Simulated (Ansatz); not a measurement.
Cu3Sb in space group P6/mmm (No. 191; Sb on 1a, Cu on 1b, Cu on 2c) at seven volumes, the program Ansatz at the r²SCAN level (PAW), shape and atoms relaxed at each. One row is withheld.

| V (Å³/atom) | P (GPa) |
|---|---|
| 19.321 | 8.01 |
| 19.958 | 4.89 |
| 20.594 | 2.21 |
| 21.231 | 0.00 |
| 21.868 | -1.85 |
| 22.505 | -3.35 |
| 23.142 | ? |

Question: Fit the shown pressures and predict the withheld one.

Answer: Third-order Birch–Murnaghan: P = (3/2)B₀(x^(7/2) − x^(5/2))[1 + (3/4)(B′ − 4)(x − 1)] with x = (V₀/V)^(2/3). Least squares on the six rows gives V₀ = 21.234 Å³/atom, B₀ = 67.02 GPa, B′ = 5.02. At V = 23.142, x = 0.9443 and P = -4.65 GPa. The run itself gave -4.50 GPa.

The start of the workflow was typed in or built on a structure type; neither database checked (COD, Materials Project) lists it. Whether it is the stable phase at ambient conditions was not checked. Symmetry was held in the r²SCAN relaxation; its stability against distortions is not shown here. No spin polarisation was allowed. Its formation energy is positive at this level, so the cell may be metastable or incomplete. Scalar-relativistic: spin–orbit coupling is off unless named, which matters more the heavier the elements.

Potentials: the later of the program's two PAW sets.
